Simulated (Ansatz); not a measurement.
# P2Rh2O7: reading a single point

```
Rh P O
1.0
    -4.54177    0.00000    0.00000
    -0.72651   -4.27975    3.25290
    -0.72651    4.27975    3.25290
Rh P O
2 2 7
Direct
  0.50000 0.30740 0.69260
  0.50000 0.69260 0.30740
  0.08800 0.21300 0.21300
  0.91200 0.78700 0.78700
  0.78600 0.36900 0.36900
  0.21400 0.63100 0.63100
  0.27200 0.07700 0.37300
  0.72800 0.62700 0.92300
  0.72800 0.92300 0.62700
  0.27200 0.37300 0.07700
  0.00000 0.00000 0.00000
```

Level: PBE, no spin polarisation; 420 eV; 6×5×5 Γ-centred mesh; fermi-dirac occupations (width 0.1 eV); Ansatz 0.2.0, fixed geometry.

**Question.** Metal or insulator?

**Answer.** It is a metal, with about 7.3 states/eV a cell as the mean within 0.25 eV of the Fermi level, mostly Rh d (76 %) and O p (14 %).

**Question.** Is the cell too large or too small?

**Answer.** The pressure is 5.8 GPa (compression positive), so with the atoms held at these fractions the cell would first expand; the forces are large, so a full relaxation may end otherwise. The principal stresses 2.9, 3.9, 10.4 GPa differ, so its shape would change too.

**Question.** Is it stable against the elements?

**Answer.** -1.24 eV an atom against the elements' usual phases (free molecules for gases, crystals otherwise, with no correction for O₂ or N₂), so it is bound against them; other compounds may still compete. Relaxing would lower it.

**Question.** Where is the largest force?

**Answer.** The largest is on O5 (and as large on other atoms): 1.10 eV/Å, components (0.88, 0.00, 0.66). It makes 175° with the line to a nearest neighbour, P3 at 1.53 Å, pointing away from it.

Origin: a known structure type with other elements, at an estimated volume, so it need not be a known compound. Caveats: many states at the Fermi level without spin polarisation, so a magnetic state may lie lower; the Fermi level lies in a narrow band between gaps, which spin or distortion may split.
